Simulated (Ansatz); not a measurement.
The relaxed structure here is a generated cell of BP: the first start was made by placing the elements on the sites of a structure type, and the end was not matched to a known phase here, so it may be hypothetical. Known forms of BP include space group No. 216.

One stationary structure of BP. Space group Pnma (No. 62). The numbers are results of r2SCAN (plane waves to 500 eV, PAW, scalar-relativistic; Ansatz, a quantum-chemistry and plane-wave program), not measurements.

```xyz
8
Lattice="6.2642 0.0000 0.0000 0.0000 3.2274 0.0000 0.0000 0.0000 5.3753" Properties=species:S:1:pos:R:3 pbc="T T T"
B      4.1483     2.4205     4.8354
B      5.2479     0.8068     2.1478
B      2.1159     0.8068     0.5398
B      1.0162     2.4205     3.2275
P      2.1215     2.4205     4.7970
P      1.0106     0.8068     2.1093
P      4.1427     0.8068     0.5783
P      5.2536     2.4205     3.2659
```

### Question
What is the computed band gap (r2SCAN)?

### Answer
0.81 eV, indirect (valence top at Γ, conduction bottom at U) (no spin-orbit coupling).

### Question
Estimate the smallest direct gap that r2SCAN returns for this input.

### Answer
1.22 eV at Γ.

No spin polarisation in the result.

The run could not lose the symmetry of its start: the end is stationary, and may be a saddle point rather than a minimum.
